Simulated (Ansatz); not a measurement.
Si2Os in space group Cmce (No. 64; Si on 16g, Si on 16g, Os on 8f, Os on 8d), DFT-PBEsol in the program Ansatz with PAW potentials. The conduction-band minimum lies at Y, with 1 equivalent valley. Second derivatives d²E/dk² of the lowest band at one valley (eV·Å²), along Cartesian directions:

| direction | d²E/dk² |
|---|---|
| [100] | 17.49 |
| [010] | 18.73 |
| [001] | 8.349 |
| [110] | 18.11 |
| [101] | 12.91 |
| [011] | 13.54 |

Q: Find the principal effective masses, the density-of-states mass and the conductivity mass.

A: Off-diagonal terms follow from H_xy = H[110] − (H_xx + H_yy)/2, and m*/mₑ = 7.620 eV·Å² over each eigenvalue: 0.41, 0.44, 0.91. One valley's DOS mass (m₁m₂m₃)^(1/3) = 0.54, conductivity mass 3/(Σ 1/mᵢ) = 0.51 mₑ.

Q: What effective density of states Nc follows at 300 K for parabolic valleys?

A: Nc = 2.509e19 × 1 × (0.54)^(3/2) ≈ 1.0e19 cm⁻³.

The workflow started from a Materials Project entry (that database holds measured and hypothetical structures alike); the Crystallography Open Database copy checked does not list it. Its standing as an ambient phase is unchecked. The cell was relaxed with PBEsol under the symmetry of its start; its stability against distortions is not shown here. The run is not spin-polarised. Scalar-relativistic: spin–orbit coupling is off unless named, which matters more the heavier the elements.

Potentials: the later of the program's two PAW sets.

Edges and masses are those of Kohn–Sham bands, whose gap is no quasiparticle gap.
